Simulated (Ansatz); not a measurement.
Relaxed candidate structures of TiC$_{2}$:

A. Cmcm (No. 63), oS12; a = 2.8474 Å, b = 12.4843 Å, c = 2.6820 Å, α = 90.00°, β = 90.00°, γ = 90.00°; C 4c (0.000, 0.031, 0.250); C 4c (0.000, 0.249, 0.750); Ti 4c (0.000, 0.385, 0.250)

B. Fddd, origin choice 1 (No. 70), oF24; a = 4.0787 Å, b = 5.8083 Å, c = 8.5631 Å, α = β = γ = 90.00°; C 16g (0.000, 0.000, 0.088); Ti 8b (0.500, 0.500, 0.500)

C. P6/mmm (No. 191), hP3; a = b = 2.6616 Å, c = 3.7548 Å, α = β = 90.00°, γ = 120.00°; Ti 1a (0.000, 0.000, 0.000); C 2d (0.333, 0.667, 0.500)

Q: Rank these by energy per atom (lowest first), as PBEsol (plane waves to 420 eV, PAW, scalar-relativistic; Ansatz, a program for electronic structure) gives it.

A: A (reference, the lowest among the structures calculated here), B (+0.24 eV/atom), C (+0.33 eV/atom)

Each run could gain symmetry but not lose that of its start, so entries can be saddle points. All of these are generated cells (placed on structure types, drawn at random, substituted or restacked) that were not matched to a known phase here. The real structure of this composition may not be among these, and whether this composition forms is not checked here. Energies are at zero temperature and pressure, without zero-point motion. No spin polarisation in the result.
